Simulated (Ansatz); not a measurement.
## An inverse problem

Cell vectors (Å):

```
0.0000 2.1021 2.1021
2.1021 0.0000 2.1021
2.1021 2.1021 0.0000
```

| atom | a | b | c |
| --- | --- | --- | --- |
| Ti | 0.0000 | 0.0000 | 0.0000 |
| X | 0.5000 | 0.5000 | 0.5000 |

Method: PBEsol, all-electron LAPW in Ansatz 0.2.0, scalar-relativistic. k mesh 16×16×16, fine mesh 24×24×24, Fermi-Dirac smearing of 0.080 eV, lines of 0.15 eV, Drude damping 0.03 eV.

Independent-particle optical response of a crystal from Kohn-Sham bands on the fine mesh with a Drude term, no local fields or excitons; Cartesian axes as in the cell vectors.

```
Fine mesh              : 24, 24, 24
Line width             : 0.15 eV
Drude damping          : 0.03 eV
Further gaussian width : 0.3 eV
```

```
photon energy (eV)  dielectric imag xx
               0.8               17.83
               1.6                   3
               2.4                2.26
               3.2                4.64
                 4                6.51
               4.8                7.92
               5.6                 9.7
               6.4                9.97
               7.2                   8
                 8                7.46
               8.8                6.37
               9.6                5.06
              10.4                 3.1
              11.2                1.45
                12                   1
              12.8                1.79
              13.6                2.34
              14.4                1.92
              15.2                1.42
                16                1.13
              16.8                1.56
              17.6                 2.5
              18.4                1.79
              19.2                1.89
                20                1.83
```

Problem. All X atoms are one element. Which one was computed?

Solution. N; the crystal is TiN (Fm-3m).

Limits of these numbers: these sums move with the mesh, by several per cent and more for small sheets; spectra summed at the mesh points alone.
